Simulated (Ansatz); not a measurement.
YHg2 (space group P6/mmm)

```cif
data_Hg2Y
_chemical_formula_sum 'Y1 Hg2'
_space_group_name_H-M_alt 'P6/mmm'
_space_group_IT_number 191
_space_group_name_Hall '-P 6 2'
_cell_length_a 4.83104
_cell_length_b 4.83104
_cell_length_c 3.41948
_cell_angle_alpha 90.000
_cell_angle_beta 90.000
_cell_angle_gamma 120.000
loop_
_atom_site_label
_atom_site_type_symbol
_atom_site_symmetry_multiplicity
_atom_site_Wyckoff_symbol
_atom_site_fract_x
_atom_site_fract_y
_atom_site_fract_z
_atom_site_occupancy
Y1 Y 1 a 0.00000 0.00000 0.00000 1
Hg1 Hg 2 d 0.33333 0.66667 0.50000 1
```

Equation-of-state scan: isotropic scaling of the cell above, V₀ being its volume. Symmetry pins the atoms to their sites.

Computed with PBEsol (plane waves to 420 eV, PAW, scalar-relativistic; Ansatz, a program for electronic structure). k mesh 11×11×14 (Γ-centred), Fermi-Dirac smearing 0.05 eV. E stands for the smeared free energy. Compression counts positive. With the shape held, the modulus is that of even scaling; a crystal free to change shape is softer. Spin-orbit coupling is left out, though Hg is heavy. YHg2 is run without spin polarisation. YHg2 was relaxed with its symmetry unable to fall. The zero of ΔE is the relaxed starting cell.

The scan covers V/V₀ from 0.900 to 1.100 in 9 points.

### Question
What is the fitted pressure derivative B₀′?

### Answer
5.2.

### Question
What bulk modulus at fixed cell shape B₀ follows from a third-order Birch-Murnaghan fit?

### Answer
80.8 GPa.

(Under strain, the slope of the energy per volume gives the stress and its curvature an elastic modulus.)
